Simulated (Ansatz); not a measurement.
Bi:
Space group R-3m, hexagonal axes (No. 166); a = b = 4.4934 Å, c = 11.5000 Å, α = β = 90.00°, γ = 120.00°

| atom | site | symmetry | x | y | z |
|---|---|---|---|---|---|
| Bi | 6c | 3m | 0.0000 | 0.0000 | 0.2372 |
(The calculation used a cell of 2 atoms; values per cell refer to that cell.)

Relaxed at zero pressure with DFT-LDA in the program Ansatz with PAW potentials.

Problem. The volume is raised by 9 % and shape and atoms relax at that volume. What pressure results, and how do the axes share the change?

Solution. -2.7 GPa; a 1.5 %, b 1.5 %, c 5.8 %; the energy rises by 28 meV/atom.

Problem. Give the new structure.

Solution. 
Space group R-3m, hexagonal axes (No. 166); a = b = 4.5598 Å, c = 12.1723 Å, α = β = 90.00°, γ = 120.00°

| atom | site | symmetry | x | y | z |
|---|---|---|---|---|---|
| Bi | 6c | 3m | 0.0000 | 0.0000 | 0.2324 |

The phase is kept; no other phase was compared at this pressure.

The LDA relaxation kept the symmetry of its start. Axis ratios of metals converge slowly with the k-mesh, so a and c are less sure than the volume. Scalar-relativistic: spin–orbit coupling is off unless named, which matters more the heavier the elements.

Potentials: the earlier of the program's two PAW sets. The files were generated under PBE; for other functionals the program regenerates the frozen cores, and for LDA and PBEsol the local potential too.
